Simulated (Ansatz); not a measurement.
InAs (zinc blende)

```
CELL_PARAMETERS angstrom
      0.00000     3.05419     3.05419
      3.05419     0.00000     3.05419
      3.05419     3.05419     0.00000
ATOMIC_POSITIONS crystal
  As 0.75000 0.75000 0.75000
  In 0.00000 0.00000 0.00000
```

The slice is a {100} plane (indices of the conventional cell) through the point (0.000, 0.000, 0.000) (fractional), spanned by u = [100] and v = [0 1 -1] in vectors of this cell: u (4.32 Å) and v (4.32 Å, at 90° to u). It covers one period; positions are fractions (u, v).

Computed with r2SCAN (plane waves to 500 eV, PAW, scalar-relativistic; Ansatz, an electronic-structure program). k mesh 9×9×9. These are valence fields of a PAW run, semicore shells included where kept as valence: close to a nucleus they are smooth pseudo fields. InAs was relaxed with its symmetry unable to fall. The PAW data are Ansatz's earlier set.

Q: Sketch the electrostatic potential energy of an electron, from the cell's mean on this plane as a map.

A: 
```
|xxxxxxx .=*#######*=. xxxxxx|
|xxxxxxx :=*#######*=: xxxxxx|
|xxxxxx  -+*#%%%%%#*+-  xxxxx|
|xxxxxx .=*##%%%%%##*=. xxxxx|
|xxxxx  -+*#%%%%%%%#*+-  xxxx|
|xxx   :+*#%%%@@@%%%#*+:   xx|
|    .-+*#%%@@@@@@@%%#*+-.   |
|..:-=+*#%%@@@@@@@@@%%#*+=-:.|
|===+**#%%@@@@@@@@@@@%%#**+==|
|****##%%@@@@@@@@@@@@@%%##***|
|#####%%@@@@@@@@@@@@@@@%%####|
|###%%%%@@@@@@@@@@@@@@@%%%%##|
|###%%%@@@@@@@@@@@@@@@@@%%%##|
|###%%%@@@@@@@@@@@@@@@@@%%%##|
|###%%%@@@@@@@@@@@@@@@@@%%%##|
|###%%%%@@@@@@@@@@@@@@@%%%%##|
|#####%%@@@@@@@@@@@@@@@%%####|
|****##%%@@@@@@@@@@@@@%%##***|
|===+**#%%@@@@@@@@@@@%%#**+==|
|..:-=+*#%%@@@@@@@@@%%#*+=-:.|
|    .-+*#%%@@@@@@@%%#*+-.   |
|xxx   :+*#%%%@@@%%%#*+:   xx|
|xxxxx  -+*#%%%%%%%#*+-  xxxx|
|xxxxxx .=*##%%%%%##*=. xxxxx|
|xxxxxx  -+*#%%%%%#*+-  xxxxx|
|xxxxxxx :=*#######*=: xxxxxx|
|xxxxxxx .=*#######*=. xxxxxx|
|xxxxxxx .=*#######*=. xxxxxx|
```
Scale: ten equal steps from -2.00 (start of ' ') to 6.26 (end of '@'), in the order ' .:-=+*#%@'. Values: electrostatic potential energy of an electron, from the cell's mean, in eV. The map has 28 points along u (one character each, u = 0 at the left) and 28 along v (v = 0 in the bottom row). Points within 1 Å of a nucleus are blanked (x), as the pseudised field means little there. Values under -2 eV are set to -2. The zero, the cell's mean, hangs on the PAW cores.
